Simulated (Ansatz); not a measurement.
Consider the following.

MoP:
```xyz
2
Lattice="3.2068 0.0000 0.0000 -1.6034 2.7771 0.0000 0.0000 0.0000 3.1736" Properties=species:S:1:pos:R:3 pbc="T T T"
Mo     0.0000     0.0000     0.0000
P      0.0000     1.8514     1.5868
```

This is the PBEsol-relaxed structure. Tensor components refer to the Cartesian frame of this cell.

All from PBEsol (plane waves, PAW; program Ansatz), unless another level is named. Estimate the Poisson's ratio.

0.25.

What about the elastic constants (relaxed ions, GPa)?

C11 = 364, C12 = 133, C13 = 168, C33 = 515, C44 = 184.

And the highest zone-centre frequency?

410 cm^-1.

Space group P-6m2. Symmetry was held in the PBEsol relaxation; of distortions, only those at the zone centre were tested. The run is not spin-polarised. As this level gives no gap, shear constants depend on the k-mesh and smearing (Fermi–Dirac, 0.1 eV here). As this level gives no gap, phonon frequencies hold no LO–TO term and depend on the k-mesh and smearing (Fermi–Dirac, 0.1 eV here).

Potentials: the earlier of the program's two PAW sets.
